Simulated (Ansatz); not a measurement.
A 12-atom cell of TiSi3O8 built on the anatase structure (relaxed group Cm), relaxed with r2SCAN. Space group Cm (No. 8), monoclinic; conventional cell a = 9.469 Å, b = 3.557 Å, c = 7.107 Å, β = 111.8°, 9.26 Å³ an atom. Ti is surrounded by 6 O at 1.85–1.98 Å; Si is surrounded by 6 O at 1.78–1.82 Å; O is surrounded by 3 Si at 1.78–1.82 Å; O is surrounded by 2 Si at 1.80–1.81 Å and 1 Ti at 1.96 Å; O is surrounded by 2 Si at 1.75–1.79 Å and 1 Ti at 1.90 Å; O is surrounded by 3 Si at 1.80–1.82 Å; Si is surrounded by 6 O at 1.75–1.82 Å; Si is surrounded by 6 O at 1.71–1.80 Å (further sites aren't listed).

```cif
data_structure
_symmetry_space_group_name_H-M 'Cm'
_symmetry_Int_Tables_number 8
_cell_length_a 9.4689
_cell_length_b 3.5571
_cell_length_c 7.1067
_cell_angle_alpha 90.000
_cell_angle_beta 111.777
_cell_angle_gamma 90.000
_cell_volume 222.28
loop_
_atom_site_label
_atom_site_type_symbol
_atom_site_symmetry_multiplicity
_atom_site_Wyckoff_symbol
_atom_site_fract_x
_atom_site_fract_y
_atom_site_fract_z
_atom_site_occupancy
Ti1 Ti 2 a 0.00607 0.00000 0.99938 1
Si1 Si 2 a 0.24016 0.50000 0.62022 1
O1 O 2 a 0.03795 0.50000 0.52090 1
O2 O 2 a 0.28299 0.50000 0.89058 1
O3 O 2 a 0.44357 0.50000 0.71284 1
O4 O 2 a 0.19672 0.00000 0.60062 1
Si2 Si 2 a 0.49250 0.50000 0.49842 1
Si3 Si 2 a 0.25987 0.50000 0.13023 1
O5 O 2 a 0.06497 0.50000 0.03171 1
O6 O 2 a 0.28741 0.50000 0.39386 1
O7 O 2 a 0.45654 0.50000 0.23767 1
O8 O 2 a 0.23125 0.00000 0.11358 1
```

3 runs of the plane-wave code Ansatz on this cell differ in the functional (and in the settings that go with it). Levels are in eV from each run's valence top; v1 is the last filled band, c1 the first empty one.

Run A, mean stress 0.0 GPa (compression positive):

| point | v5 | v3 | v1 | c1 | c2 | c3 |
| --- | --- | --- | --- | --- | --- | --- |
| Γ | -1.30 | -0.95 | -0.70 | 3.26 | 3.84 | 4.83 |
| C | -1.66 | -1.10 | -0.04 | 3.48 | 3.67 | 4.56 |
| Y₂ | -1.70 | -1.09 | -0.51 | 3.27 | 3.88 | 4.85 |
| M₂ | -1.27 | -1.06 | -0.85 | 3.31 | 3.72 | 4.85 |

Run B, mean stress -1.9 GPa (compression positive):

| point | v5 | v3 | v1 | c1 | c2 | c3 |
| --- | --- | --- | --- | --- | --- | --- |
| Γ | -1.30 | -0.95 | -0.73 | 5.31 | 5.99 | 7.01 |
| C | -1.68 | -1.10 | -0.05 | 5.55 | 5.79 | 6.77 |
| Y₂ | -1.80 | -1.12 | -0.53 | 5.33 | 6.03 | 7.04 |
| M₂ | -1.37 | -1.10 | -0.85 | 5.37 | 5.83 | 7.03 |

Run C, mean stress -1.8 GPa (compression positive):

| point | v5 | v3 | v1 | c1 | c2 | c3 |
| --- | --- | --- | --- | --- | --- | --- |
| Γ | -1.31 | -0.95 | -0.73 | 4.54 | 5.21 | 6.23 |
| C | -1.68 | -1.10 | -0.05 | 4.77 | 5.01 | 5.98 |
| Y₂ | -1.80 | -1.12 | -0.53 | 4.56 | 5.25 | 6.25 |
| M₂ | -1.36 | -1.10 | -0.85 | 4.59 | 5.05 | 6.24 |

**Question.** Match the runs to r2SCAN, HSE06, PBE0.

**Answer.** A is r2SCAN, B is PBE0, C is HSE06. In order of the gap: r2SCAN 3.26, HSE06 4.54, PBE0 5.31 eV. The stress vanishes for r2SCAN, which relaxed the cell.

No spin polarisation and no zero-point or thermal motion; the cell was built from a prototype and may be hypothetical.

The stress of a hybrid is loosely converged in these runs.

The meshes of the hybrids are coarse, so their gaps aren't converged to the digits shown.
